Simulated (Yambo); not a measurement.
Yambo run on CsH (rock salt, space group Fm-3m, No. 225). The wavefunctions come from this Quantum ESPRESSO step (LDA, PseudoDojo standard norm-conserving files, scalar-relativistic):

```
&CONTROL
  calculation = 'nscf'
  pseudo_dir = './pseudo'
  outdir = './out'
/
&SYSTEM
  ibrav = 0
  nat = 2
  ntyp = 2
  ecutwfc = 74.0
  ecutrho = 296.0
  occupations = 'fixed'
  force_symmorphic = .true.
  nbnd = 142
/
&ELECTRONS
  conv_thr = 2e-09
  diago_full_acc = .true.
  diago_thr_init = 1e-08
/
ATOMIC_SPECIES
H 1.0080 H.upf
Cs 132.9055 Cs.upf
CELL_PARAMETERS angstrom
  0.000000000000   3.191255000000   3.191255000000
  3.191255000000   0.000000000000   3.191255000000
  3.191255000000   3.191255000000   0.000000000000
ATOMIC_POSITIONS crystal
H   0.500000000000   0.500000000000   0.500000000000
Cs   0.000000000000   0.000000000000   0.000000000000
K_POINTS automatic
4 4 4 0 0 0
```

Yambo input:

```
rim_cut
gw0
dyson
el_el_corr
HF_and_locXC
ppa
em1d
RandQpts= 1000000
RandGvec= 1 Ry
EXXRLvcs= 74 Ry
VXCRLvcs= 296 Ry
Chimod= "HARTREE"
% BndsRnXp
 1 | 141 |
%
NGsBlkXp= 10 Ry
% LongDrXp
 1.0 | 1.0 | 1.0 |
%
PPAPntXp= 27.2114 eV
% GbndRnge
 1 | 141 |
%
GTermKind= "BG"
DysSolver= "n"
ExtendOut
% QPkrange
 1 | 1 | 5 | 6 |
 3 | 3 | 5 | 6 |
 7 | 7 | 5 | 6 |
 8 | 8 | 5 | 6 |
%
```

k points by index: 1 = Γ, 3 = L, 7 = X, 8 = W.

Table of the .qp output:

```
#    K-point    Band    Eo [eV]    E [eV]    E-Eo [eV]    Vxc [eV]    Vnlxc [eV]    Sc|Eo [eV]    Sc|E [eV]    dSc/dw|Eo [eV]    Re(Z)    Im(Z)
#
    1    5    -1.854479    -3.397629    -1.543150    -8.401920    -11.79879    1.449519    1.853716    -7.127020    0.792446    -0.001150
    1    6    5.017213    5.961646    0.944432    -8.076552    -3.341783    -3.598906    -3.790337    -5.514796    0.831485    -0.001209
    3    5    0.000000    -1.576150    -1.576150    -10.13474    -13.29656    1.176147    1.585668    -7.069549    0.793773    -0.001647
    3    6    1.960539    2.655253    0.694714    -6.797742    -2.850112    -3.125770    -3.252916    -4.979226    0.845319    -0.001308
    7    5    -1.193166    -2.784885    -1.591719    -9.072925    -12.54436    1.465795    1.879712    -7.076603    0.793608    0.001875
    7    6    2.892777    3.689454    0.796677    -7.037411    -2.747002    -3.343061    -3.493731    -5.145313    0.840979    -0.001362
    8    5    -0.743943    -2.323196    -1.579253    -9.508382    -12.85775    1.352487    1.770119    -7.195217    0.790872    -0.001956
    8    6    3.914882    4.672810    0.757928    -7.417156    -3.080132    -3.429842    -3.579095    -5.357409    0.835502    -0.001431
```
(The two width columns are left out.) Convergence of these settings isn't established.

Geometry of the Materials Project entry, not relaxed at this level.
